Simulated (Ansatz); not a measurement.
This guess for AlIn₂Sb₂As is about to be relaxed.

```
Al In Sb As
1.0
     4.49225    0.00000    0.00000
    -2.24613    3.89041    0.00000
     0.00000    0.00000    7.54244
Al In Sb As
1 2 2 1
Direct
  0.00000 0.00000 0.00000
  0.33333 0.66667 0.33940
  0.66667 0.33333 0.66060
  0.33333 0.66667 0.73116
  0.66667 0.33333 0.26884
  0.00000 0.00000 0.50000
```

Method: DFT PBE, scalar-relativistic, plane waves, PAW (Ansatz). Cutoff 420 eV, Gaussian smearing, Γ-centred meshes. Cell and atoms relax first on a coarse mesh and then on a finer one. In between, the cell is made exact in the group found at 0.06 Å. In metals the finer mesh still leaves noise of several meV/atom or more. The steps can't lower the symmetry of their start. No spin polarisation.

A guess keeps its type if space group and coordination stay and the shape of the cell changes little (axis ratios within about 15 %, angles within 6°); the volume may change.

Task: Does this structure survive the relaxation?

Result: It doesn't keep its type. The symmetry goes from P-3m1 (No. 164) to P6/mmm (No. 191). The volume per atom grows by 14.6 %, from 22.0 to 25.2 Å³. The shortest distance goes from 2.65 Å (In–Sb) to 2.96 Å (Al–As and In–Sb). Counting neighbours within 15 % of an atom's shortest distance, the start has Al 14, As 12, In 7, Sb 4 and the end Al 8, As 8, In 8, Sb 8. In detail, at the end Al is surrounded by 2 As at 2.96 Å and 6 Sb at 3.13 Å; In is surrounded by 2 Sb at 2.96 Å, 3 As at 3.13 Å and 3 In at 3.13 Å; Sb is surrounded by 2 In at 2.96 Å, 3 Al at 3.13 Å and 3 Sb at 3.13 Å; around As lie 2 Al at 2.96 Å and 6 In at 3.13 Å.

```cif
data_structure
_symmetry_space_group_name_H-M 'P6/mmm'
_symmetry_Int_Tables_number 191
_cell_length_a 5.4245
_cell_length_b 5.4245
_cell_length_c 5.9270
_cell_angle_alpha 90.000
_cell_angle_beta 90.000
_cell_angle_gamma 120.000
_cell_volume 151.04
loop_
_atom_site_label
_atom_site_type_symbol
_atom_site_symmetry_multiplicity
_atom_site_Wyckoff_symbol
_atom_site_fract_x
_atom_site_fract_y
_atom_site_fract_z
_atom_site_occupancy
Al1 Al 1 a 0.00000 0.00000 0.00000 1
In1 In 2 d 0.33333 0.66667 0.50000 1
Sb1 Sb 2 c 0.33333 0.66667 0.00000 1
As1 As 1 b 0.00000 0.00000 0.50000 1
```

The last run used a 12×12×6 mesh (in the run's order of axes) for its 6-atom cell and Gaussian smearing of 0.10 eV. Spin–orbit coupling, which can matter for Sb, is left out. Symmetry constrained the relaxation, so the result can be a saddle point.
